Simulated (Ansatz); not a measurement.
HgS (zinc blende, F-43m) under volume change, DFT-LDA in the program Ansatz with PAW potentials, scaled uniformly.

```
V (Å³/atom)  E − E(relaxed) (meV/atom)     P (GPa)
-----------  -------------------------  ----------
22.331                            50.3        8.00
23.067                            21.0        4.85
23.803                      (withheld)  (withheld)
24.539                             0.0        0.00
25.276                             4.4       -1.85
26.012                            16.6       -3.40
26.748                      (withheld)  (withheld)
```

**Question.** What belongs in the gaps?

**Answer.** 
- 23.803, E − E(relaxed) (meV/atom): 4.9
- 23.803, P (GPa): 2.21
- 26.748, E − E(relaxed) (meV/atom): 35.3
- 26.748, P (GPa): -4.70

**Question.** What does a third-order Birch–Murnaghan fit give for V₀, B₀ and B′?

**Answer.** V₀ = 24.54 Å³/atom, B₀ = 67.3 GPa, B′ = 4.9.

The LDA relaxation kept the symmetry of its start. Scalar-relativistic: spin–orbit coupling is off unless named, which matters more the heavier the elements.

Potentials: the later of the program's two PAW sets.
